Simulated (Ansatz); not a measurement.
A geometry of Al away from equilibrium: the start of the relaxation of a relaxed Al cell, doubled along one cell vector, shaken by Gaussian noise of σ = 0.08 Å a coordinate. All values below come from PBE (plane waves to 420 eV, PAW, scalar-relativistic; Ansatz, an electronic-structure program). Γ-centred k-mesh 8×8×6 on the run's cell (coarser than for final values), Fermi–Dirac smearing 0.05 eV.

```xyz
6
Lattice="4.6189 0.0000 0.0000 -2.3094 4.0000 0.0000 0.0000 0.0000 5.5693" Properties=species:S:1:pos:R:3 pbc="T T T"
Al     0.0844     0.0378     0.0824
Al     0.1345    -0.1097     2.6853
Al     0.0477     2.6274     1.4273
Al    -0.1234     2.6976     4.1287
Al     2.2558     1.3346     1.5658
Al     2.3328     1.3637     4.2420
```

Question: Give the Cartesian forces on all atoms (eV/Å).

Answer: 
```csv
atom,Fx,Fy,Fz
Al1,-0.19,0.01,-0.78
Al2,-0.44,0.25,0.85
Al3,-0.29,0.20,-0.46
Al4,0.82,0.00,0.38
Al5,0.63,-0.29,-0.49
Al6,-0.52,-0.17,0.50
```

Question: What is the pressure?

Answer: +1.4 GPa, compression positive.

Question: How much energy per atom can still be gained by relaxing?

Answer: 0.16 eV/atom; the path ends in Fm-3m (No. 225) (fcc (Cu type)).

No spin polarisation in the result.

Of the parent cell (P6/mmm (No. 191)): it is a generated cell of Al: the first start was made by placing the elements on the sites of a structure type, and the end was not matched to a known phase here, so it may be hypothetical. Known forms of Al include space group No. 225.
